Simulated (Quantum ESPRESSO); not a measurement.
## Strain and stress in Hf6LiRu

All numbers below are calculated, not measured. They come from Quantum ESPRESSO 7.5, a public plane-wave density functional program. Each row is one single-point run on a made-up periodic cell of eight metal atoms, with elements, volume, strain and displacements drawn at random and not relaxed, so a cell may be unstable or far from any real phase. There is no spin polarisation or spin-orbit coupling.

Settings: PBE unless stated; PseudoDojo standard norm-conserving files; Fermi-Dirac width 0.25 eV, which means electrons at about 2900 K; cutoff 1143 eV; 5 x 4 x 4 k mesh shifted half a step off Gamma. E is the free energy of the whole cell (internal energy minus TS), so a -TS column is already part of it. Stress is positive in tension, and the pressure P is minus a third of its trace.

Checks: one run of this series was repeated at a higher cutoff and on a denser mesh, which moved values by no more than 0.003 eV, 0.02 GPa and 0.004 eV/Å, and a second program with other atomic files agreed on it to 2 % rms in force and 0.5 GPa in pressure. Known limits: heavy elements are run without spin-orbit coupling, which real alloys of them have; a spin test at this wide smearing found no moment, but such smearing suppresses magnetism that the real alloy may have.

The lattice is hexagonal close-packed, and the cell vectors in Å are (-0.018, -0.046, 5.013); (6.469, -0.007, -0.022); (-3.240, 5.532, -0.039), a volume of 179.26 Å³ in run 3. The elements on sites 1 to 8 are Hf Hf Ru Hf Hf Li Hf Hf. Each run adds a stretch e along z to one drawn cell, with the atoms carried along. E is counted from run 3.

```
run,e (%),s_xx (GPa),s_yy (GPa),s_zz (GPa),s_xy (GPa),P (GPa),E (meV)
1,-2.14,7.03,7.68,2.70,-0.36,-5.80,-84.1
2,-1.29,7.52,8.13,3.91,-0.37,-6.52,-52.5
3,-0.27,8.07,8.63,5.29,-0.38,-7.33,0.0
4,0.88,8.64,9.16,6.75,-0.39,-8.18,77.6
5,1.15,?,?,?,?,?,?
6,2.14,9.21,9.70,8.26,-0.40,-9.05,183.8
7,2.42,9.33,9.81,8.58,-0.40,-9.24,210.0
```

## Worked fit

A parabola through the runs shown gives s_zz = 5.64 + 1.298 e - 0.035 e² GPa with e in per cent, an error of 0.001 on the linear term and a scatter of 0.00 GPa. The atoms are clamped and the cell is already under stress, so the slope belongs to this path and is not an elastic constant of a real alloy.

## Withheld run

Question: what s_zz should run 5 give?

The fit gives 7.09 ± 0.01 GPa. The calculation gave 7.08 GPa.
